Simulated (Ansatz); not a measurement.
Pressure series of CdF2 (Fm-3m)

```
Cd F
1.0
     2.69400    2.69400    0.00000
    -2.69400    2.69400    0.00000
     0.00000    2.69400    2.69400
Cd F
1 2
Direct
  0.00000 0.00000 0.00000
  0.25000 0.75000 0.50000
  0.75000 0.25000 0.50000
```

This is the zero-pressure cell under r²SCAN. Cell and atoms are relaxed by PAW (default files of Ansatz 0.2.0, cutoff 500 eV, stress met within about 0.05 GPa) at each pressure, in this structure whether or not another phase would take over; P is the pressure reached, less that of this cell. Levels come from r²SCAN, PAW on Ansatz 0.2.0's default frozen-core files (fitted under PBE), scalar-relativistic; k mesh 8×8×8, fixed occupations, cutoff 500 eV. Conduction levels are in eV over the valence top (at W), at fixed fractional wave vectors. Zone-centre phonons come from finite displacements by PAW, without the LO-TO term.

```csv
P (GPa),V/V₀,Γ,L,X,W,T1u TO (cm⁻¹),T2g (cm⁻¹)
-2.03,1.0190,3.725,7.873,8.757,8.818,212.1,302.7
0.00,1.0000,3.794,8.025,8.921,8.987,224.6,313.1
1.99,0.9833,3.857,8.162,9.069,9.138,235.8,322.6
3.97,0.9680,3.915,8.289,9.205,9.279,246.3,331.6
6.99,0.9471,3.995,8.468,9.397,9.477,261.0,344.3
9.99,?,?,?,?,?,?,?
15.00,0.9017,4.178,8.878,9.830,9.929,294.8,374.4
```

Task: Fit the third-order Birch-Murnaghan equation to the rows shown.

Result: With f = [(V₀/V)^(2/3) − 1]/2, the normalised pressure F = P/[3f(1 + 2f)^(5/2)] is 112.3 GPa at f = -0.0062, 113.8 GPa at f = 0.0057, 114.5 GPa at f = 0.0110, 115.5 GPa at f = 0.0184, 117.8 GPa at f = 0.0357. The line F = B₀[1 + (3/2)(B′ − 4)f] gives B₀ = 113.1 GPa and B′ = 4.8.

Task: What are the volume deformation potentials and pressure coefficients of these levels at zero pressure?

Result: 

| level | dE/dlnV (eV) | dE/dP = −(dE/dlnV)/B₀ (meV/GPa) | mean slope up to 2.0 GPa (meV/GPa) |
| --- | --- | --- | --- |
| Γ | -3.70 | 32.7 | 31.5 |
| L | -8.08 | 71.5 | 68.9 |
| X | -8.73 | 77.2 | 74.3 |
| W | -8.97 | 79.3 | 76.3 |

dE/dlnV is the slope of a cubic fit in ln V at V₀. The last column is read from two rows and shows how the slope bends with pressure.

Task: What mode Grüneisen parameters follow?

Result: γ = −d ln ω/d ln V at V₀ from a quadratic fit in ln V: T1u 2.95, T2g 1.78.

Task: Fill the row at 9.99 GPa.

Result: The fits give V/V₀ = 0.9286 and Γ = 4.069 eV. Computed: V/V₀ = 0.9286, Γ = 4.069, L = 8.632, X = 9.570, W = 9.658, T1u TO (cm⁻¹) = 274.4, T2g (cm⁻¹) = 356.2.

Keep in mind: no other phase was computed; many crystals of this kind change structure within this range, and rows or crossings beyond such a change describe a metastable lattice; frozen-core PAW files fitted under PBE, their cores solved anew for the functional of the run; no spin-orbit coupling on heavy atoms; semilocal gaps are low, and the spacing of valleys can be off by tenths of an eV; levels are read at fixed fractional k, so an edge that moves off these points is missed.
